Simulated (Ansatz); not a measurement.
**Energy landscape of Ti₃AlC**

11 relaxations of Ti3AlC ended in 7 distinct structures. Calculation: PBEsol (plane waves to 420 eV, PAW, scalar-relativistic; Ansatz, a first-principles code).

```csv
#,space group,Pearson,type,E − E(lowest) (eV/atom),V (Å³/atom),coordination,runs ending here
1,Pm-3m,cP5,anti-perovskite type,0.00,14.20,"Ti 2 (linear), Al no near non-metal, C 6 (octahedral)",5
2,Amm2,oS10,–,0.21,14.11,–,1
3,R-3,hR10,–,0.30,15.75,–,1
4,P4/mmm,tP5,–,0.41,14.09,–,1
5,R-3c,hR10,–,0.53,14.11,–,1
6,P4/mmm,tP5,–,1.75,16.53,–,1
7,P4₂mc (nearly P4₂/mmc),tP10,–,2.13,18.47,–,1
```

Coordination numbers (neighbours up to the widest gap in distance over summed covalent radii, below 1.35; n+m marks a second, longer set; metal–metal contacts left out). All are gapless at this level. Pm-3m, cP5, anti-perovskite type is the lowest of the structures calculated here.

Space group Pm-3m (No. 221); a = b = c = 4.1407 Å, α = β = γ = 90.00°

```json
[
 {"atom": "Ti", "site": "3c", "symmetry": "4/mm.m", "x": "0.0000", "y": "0.5000", "z": "0.5000"},
 {"atom": "Al", "site": "1a", "symmetry": "m-3m", "x": "0.0000", "y": "0.0000", "z": "0.0000"},
 {"atom": "C", "site": "1b", "symmetry": "m-3m", "x": "0.5000", "y": "0.5000", "z": "0.5000"}
]
```

Each run could gain symmetry but not lose that of its start, so entries can be saddle points. From databases, or of a type measured for this composition: Pm-3m, cP5, anti-perovskite type; the others are generated cells (placed on structure types, drawn at random, substituted or restacked) that were not matched to a known phase here. Static energies at zero pressure. The runs use different k-meshes, so differences are rounded accordingly. No spin polarisation in the result.
